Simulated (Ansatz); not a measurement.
TiGe:
```
TiGe
1.0
    0.00000     2.57942     2.57942
    2.57942     0.00000     2.57942
    2.57942     2.57942     0.00000
Ge Ti
1 1
Cartesian
  0.00000   0.00000   0.00000
  2.57942   2.57942   2.57942
```

Relaxed with HSE06. Special points in fractions of this cell's reciprocal vectors: Γ (0.000, 0.000, 0.000); X (0.500, 0.000, 0.500); U (0.625, 0.250, 0.625); K (0.375, 0.375, 0.750); L (0.500, 0.500, 0.500); W (0.500, 0.250, 0.750).

List the band energies nearest the Fermi level at these points for DFT-HSE06 in the program Ansatz with PAW potentials.

In eV from the Fermi level; about four levels below and three above (degenerate sets whole), none deeper than 8.9 eV; points with the same levels are listed once.

```json
[
 {"k": "Γ", "below": "–", "above": "0.25 0.25 0.38 0.38 0.38"},
 {"k": "X", "below": "-4.53 -1.49 -0.04 -0.04", "above": "1.03 2.58 2.58"},
 {"k": "U", "below": "-4.13 -3.77 -1.66", "above": "1.01 2.30 2.90"},
 {"k": "L", "below": "-6.10 -2.50 -2.50", "above": "2.06 2.06 2.88"},
 {"k": "W", "below": "-3.68 -3.68 -2.77", "above": "2.27 2.27 2.38"}
]
```

Space group Fm-3m (rock salt). The cell is a constructed one: a structure type filled with these elements; neither database checked (COD, Materials Project) lists it. Its standing as an ambient phase is unchecked. The cell was relaxed with HSE06 under the symmetry of its start; whether a distortion lowers the energy is not shown. The run is not spin-polarised. The hybrid run found no gap, on a coarse k-mesh. Scalar-relativistic: spin–orbit coupling is off unless named, which matters more the heavier the elements.

Potentials: the later of the program's two PAW sets.
